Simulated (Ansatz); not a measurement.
BiBr:
```cif
data_Bi8Br8
_chemical_formula_sum 'Bi8 Br8'
_space_group_name_H-M_alt 'P 1'
_space_group_IT_number 1
_cell_length_a 19.67116
_cell_length_b 7.15689
_cell_length_c 4.24184
_cell_angle_alpha 72.762
_cell_angle_beta 83.814
_cell_angle_gamma 86.084
loop_
_space_group_symop_operation_xyz
  'x, y, z'
loop_
_atom_site_label
_atom_site_type_symbol
_atom_site_fract_x
_atom_site_fract_y
_atom_site_fract_z
_atom_site_occupancy
Bi1 Bi 0.99723 0.34481 0.82898 1
Bi2 Bi 0.00277 0.65519 0.17102 1
Bi3 Bi 0.50282 0.84393 0.82663 1
Bi4 Bi 0.49718 0.15607 0.17337 1
Bi5 Bi 0.15162 0.26405 0.79219 1
Bi6 Bi 0.84838 0.73595 0.20781 1
Bi7 Bi 0.34789 0.80364 0.92419 1
Bi8 Bi 0.65211 0.19636 0.07581 1
Br1 Br 0.81492 0.46025 0.86234 1
Br2 Br 0.18508 0.53975 0.13766 1
Br3 Br 0.37450 0.51796 0.55377 1
Br4 Br 0.62550 0.48204 0.44623 1
Br5 Br 0.88227 0.01072 0.55345 1
Br6 Br 0.11773 0.98928 0.44655 1
Br7 Br 0.31477 0.08652 0.29933 1
Br8 Br 0.68523 0.91348 0.70067 1
```

Relaxed with r²SCAN+D4. Plane-wave PAW r²SCAN+D4 (Ansatz code) gives a gap of 0.82 eV.

Q: What gap does HSE06 give on the same cell (Ansatz, PAW)?

A: 1.07 eV, 0.25 eV more. The hybrid was solved on a coarser mesh and at special points; the gap given is the minimum over both.

Cost on shared cores: the r²SCAN+D4 run (SCF on a 2×4×7 mesh, then bands and DOS) roughly 50 core-minutes, the HSE06 run (SCF on 1×3×4, then a few points) very roughly 18 core-minutes; the tasks are unlike.

Space group C2/m. The first step of the workflow began from a Materials Project structure, measured or hypothetical; the Crystallography Open Database files this formula in space group No. 12, but the cells were not matched. Whether it is the stable phase at ambient conditions was not checked. Symmetry was held in the r²SCAN+D4 relaxation; its stability against distortions is not shown here. Scalar-relativistic: spin–orbit coupling is off unless named, which matters more the heavier the elements.

Potentials: the later of the program's two PAW sets.
